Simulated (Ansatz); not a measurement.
Corundum Ga2O3, relaxed with r2SCAN in the PAW code Ansatz. Space group R-3c (No. 167), trigonal; conventional cell a = 4.985 Å, c = 13.442 Å, 9.64 Å³ an atom. Around Ga lie 6 O at 1.93–2.07 Å; around O lie 4 Ga at 1.93–2.07 Å.

The axes x, y and z are those of this cell:
```yaml
crystal:
  lattice:
    - [2.49226, 1.43891, 4.48064]
    - [-2.49226, 1.43891, 4.48064]
    - [0.00000, -2.87781, 4.48064]
  atoms:
    - { symbol: Ga, position: [0.85543, 0.85543, 0.85543] }
    - { symbol: Ga, position: [0.35543, 0.35543, 0.35543] }
    - { symbol: Ga, position: [0.14457, 0.14457, 0.14457] }
    - { symbol: Ga, position: [0.64457, 0.64457, 0.64457] }
    - { symbol: O, position: [0.44637, 0.05363, 0.75000] }
    - { symbol: O, position: [0.05363, 0.75000, 0.44637] }
    - { symbol: O, position: [0.55363, 0.94637, 0.25000] }
    - { symbol: O, position: [0.25000, 0.55363, 0.94637] }
    - { symbol: O, position: [0.94637, 0.25000, 0.55363] }
    - { symbol: O, position: [0.75000, 0.44637, 0.05363] }
```

Unstrained: PBE gives an indirect gap of 2.854 eV, from Γ–S₀ (0.45 of the way from Γ) to Γ; the least direct gap is 3.106 eV at Γ. r2SCAN gives an indirect gap of 3.551 eV, from Γ–S₀ (0.45 of the way from Γ) to Γ; the least direct gap is 3.806 eV at Γ. HSE06 gives an indirect gap of 4.622 eV, from Γ–S₀ (0.45 of the way from Γ) to Γ; the least direct gap is 4.870 eV at Γ. Meshes: PBE 6×6×6, r2SCAN 6×6×6, HSE06 4×4×4. Strains are changes of length per length. After each strain the atoms were relaxed again with r2SCAN within the symmetry that the strain leaves, so tilts or polar shifts that break it weren't tested; points keep the names that they have in the unstrained zone. Spin-unpolarised throughout; all numbers are computed.

Q: Apply uniaxial -3.0 % along z, other directions held. How far does the gap move, against the unstrained cell?

A: PBE: the gap goes from 2.854 to 3.102 eV (+0.248 eV); the edges go from Γ–S₀ (0.45) → Γ to Γ–S₀ (0.44) → Γ. r2SCAN: the gap goes from 3.551 to 3.807 eV (+0.256 eV); the edges go from Γ–S₀ (0.45) → Γ to Γ–S₀ (0.44) → Γ. HSE06: the gap goes from 4.622 to 4.898 eV (+0.276 eV); the edges go from Γ–S₀ (0.45) → Γ to Γ–S₀ (0.44) → Γ. The r2SCAN energy rises by 10.5 meV an atom.

Q: Estimate what uniaxial -2.0 % along z, other directions held does to the gap.

A: PBE: the gap goes from 2.854 to 3.028 eV (+0.174 eV); the edges go from Γ–S₀ (0.45) → Γ to (0, 0.161, -1/6) → Γ. r2SCAN: the gap goes from 3.551 to 3.732 eV (+0.181 eV); the edges go from Γ–S₀ (0.45) → Γ to (0, 0.161, -1/6) → Γ. HSE06: the gap goes from 4.622 to 4.816 eV (+0.194 eV); the edges go from Γ–S₀ (0.45) → Γ to (0, 0.161, -1/6) → Γ. The r2SCAN energy rises by 4.6 meV an atom.

Q: Apply uniaxial +3.0 % along z, other directions held. How far does the gap move, against the unstrained cell?

A: PBE: the gap goes from 2.854 to 2.538 eV (-0.316 eV); the edges go from Γ–S₀ (0.45) → Γ to Γ–S₀ (0.44) → Γ. r2SCAN: the gap goes from 3.551 to 3.223 eV (-0.328 eV); the edges go from Γ–S₀ (0.45) → Γ to Γ–S₀ (0.44) → Γ. HSE06: the gap goes from 4.622 to 4.272 eV (-0.350 eV); the edges go from Γ–S₀ (0.45) → Γ to Γ–S₀ (0.44) → Γ. The r2SCAN energy rises by 9.9 meV an atom.

Q: Apply uniaxial +1.0 % along z, other directions held. How far does the gap move, against the unstrained cell?

A: PBE: the gap goes from 2.854 to 2.755 eV (-0.099 eV). r2SCAN: the gap goes from 3.551 to 3.448 eV (-0.103 eV). HSE06: the gap goes from 4.622 to 4.512 eV (-0.110 eV). The r2SCAN energy rises by 1.1 meV an atom.

Q: Apply uniaxial +2.0 % along z, other directions held. How far does the gap move, against the unstrained cell?

A: PBE: the gap goes from 2.854 to 2.649 eV (-0.205 eV); the edges go from Γ–S₀ (0.45) → Γ to Γ–S₀ (0.44) → Γ. r2SCAN: the gap goes from 3.551 to 3.339 eV (-0.212 eV); the edges go from Γ–S₀ (0.45) → Γ to Γ–S₀ (0.44) → Γ. HSE06: the gap goes from 4.622 to 4.395 eV (-0.227 eV); the edges go from Γ–S₀ (0.45) → Γ to Γ–S₀ (0.44) → Γ. The r2SCAN energy rises by 4.5 meV an atom.

Q: Apply uniaxial -1.0 % along z, other directions held. How far does the gap move, against the unstrained cell?

A: PBE: the gap goes from 2.854 to 2.946 eV (+0.092 eV). r2SCAN: the gap goes from 3.551 to 3.646 eV (+0.095 eV). HSE06: the gap goes from 4.622 to 4.724 eV (+0.102 eV). The r2SCAN energy rises by 1.1 meV an atom.

Where an edge lies off the special points, it is a point of the mesh or the k point where a search put PBE's edge or least direct gap, reused for the other functionals, whose own edges may lie a little apart.

The meshes of the hybrids are coarse, so their gaps aren't converged to the digits shown.
